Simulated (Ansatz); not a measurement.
SnSe at 0.4 GPa (stress–strain coefficients): relaxed-ion elastic tensor

Computed with DFT LDA, scalar-relativistic, plane waves, PAW in Ansatz. Plane waves to 420 eV; Γ-centred k mesh 8×8×8; fixed occupations. No spin polarisation.

The cell is fixed (symmetry leaves no force on the atoms) and stands under 0.4 GPa:
```xyz
2
Lattice="0.0000 2.9404 2.9404 2.9404 0.0000 2.9404 2.9404 2.9404 0.0000" Properties=species:S:1:pos:R:3 pbc="T T T"
Sn    0.0000    0.0000    0.0000
Se    2.9404    2.9404    2.9404
```

The cell is the ideal cubic rocksalt prototype; this isn't the usual structure of the compound.

Problem. Give the relaxed-ion elastic constants (GPa, Voigt order xx yy zz yz xz xy, on the axes of the cell above).

Solution.
C11 = 161.1, C12 = 12.4, C13 = 12.4, C22 = 161.1, C23 = 12.4, C33 = 161.1, C44 = 19.4, C55 = 19.4, C66 = 19.4 GPa; the others vanish.

Problem. Is the crystal stable against homogeneous strain?

Solution. Yes: the least eigenvalue of the tensor is 19.4 GPa.

Problem. And the moduli of a polycrystal (Hill averages)?

Solution. B = 62 GPa, G = 34 GPa, E = 87 GPa, ν = 0.27.

Cost: 1 run of about 0.48 core-minutes, on Arm Neoverse N1 (shared hosts).